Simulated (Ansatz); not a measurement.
La$_{3}$Al$_{4}$Si$_{6}$:
Space group P-3m1 (No. 164); a = b = 4.1917 Å, c = 18.5659 Å, α = β = 90.00°, γ = 120.00°

```
atom  site  symmetry       x       y       z
----  ----  --------  ------  ------  ------
La      2c       3m.  0.0000  0.0000  0.1127
La      1b      -3m.  0.0000  0.0000  0.5000
Al      2d       3m.  0.6667  0.3333  0.2583
Al      2d       3m.  0.3333  0.6667  0.3591
Si      2d       3m.  0.6667  0.3333  0.3955
Si      2d       3m.  0.6667  0.3333  0.0029
Si      2d       3m.  0.3333  0.6667  0.2223
```

Relaxed with r²SCAN.

Q: Which orbitals make up the states near the Fermi level in the program Ansatz at the r²SCAN level (PAW)?

A: Within 0.5 eV of the Fermi level: La 5d 37 %, Si 3p 20 %, Al 3p 11 %, La 4f 9 %, Al 3s 8 %, Si 3s 7 %, outside the projected shells 6 %. Projections are on Löwdin-orthogonalised atomic valence shells; empty p or d shells of many metals are not among them.

Q: Tabulate the density of states.

A: States/eV per cell of 13 atoms, in 0.25 eV bins, energy from the Fermi level.

```csv
E (eV),total,La 4f,Si 3p,La 5d
-7.85,0.97,0.01,0.34,0.10
-7.60,0.70,0.01,0.26,0.08
-7.35,0.60,0.01,0.23,0.07
-7.10,0.51,0.01,0.20,0.06
-6.85,0.46,0.01,0.19,0.06
-6.60,1.24,0.01,0.51,0.14
-6.35,3.73,0.01,1.57,0.31
-6.10,4.35,0.02,1.86,0.30
-5.85,2.06,0.01,0.87,0.15
-5.60,4.00,0.02,1.69,0.39
-5.35,3.72,0.03,1.59,0.35
-5.10,4.20,0.03,1.90,0.37
-4.85,4.51,0.04,2.15,0.43
-4.60,5.46,0.05,2.72,0.48
-4.35,5.36,0.05,2.89,0.47
-4.10,3.96,0.04,2.29,0.39
-3.85,4.03,0.04,2.17,0.34
-3.60,5.88,0.06,3.20,0.65
-3.35,9.77,0.08,4.86,1.15
-3.10,7.37,0.06,3.75,0.88
-2.85,8.60,0.07,4.60,1.49
-2.60,5.66,0.05,3.01,0.94
-2.35,7.84,0.09,4.46,1.58
-2.10,8.68,0.13,4.83,2.03
-1.85,7.25,0.17,3.97,1.88
-1.60,6.22,0.19,3.43,1.61
-1.35,4.65,0.18,2.43,1.36
-1.10,3.93,0.19,1.89,1.24
-0.85,3.57,0.16,1.24,1.43
-0.60,2.83,0.14,0.82,1.21
-0.35,3.26,0.20,0.85,1.44
-0.10,3.67,0.27,0.79,1.44
0.15,4.21,0.41,0.82,1.47
0.40,5.63,0.70,0.91,1.78
0.65,7.00,1.19,1.07,2.14
0.90,7.76,1.56,1.02,2.59
1.15,9.61,2.57,1.10,2.75
1.40,11.14,3.85,1.03,2.86
1.65,13.05,5.78,0.95,3.05
1.90,24.61,16.05,1.01,3.66
2.15,42.44,34.57,0.82,3.07
2.40,59.73,51.14,1.01,3.61
```

The first step of the workflow began from a Materials Project structure, measured or hypothetical; the Crystallography Open Database copy checked does not list it. Whether it is the stable phase at ambient conditions was not checked. Symmetry was held in the r²SCAN relaxation; whether a distortion lowers the energy is not shown. Scalar-relativistic: spin–orbit coupling is off unless named, which matters more the heavier the elements.

Potentials: the earlier of the program's two PAW sets.
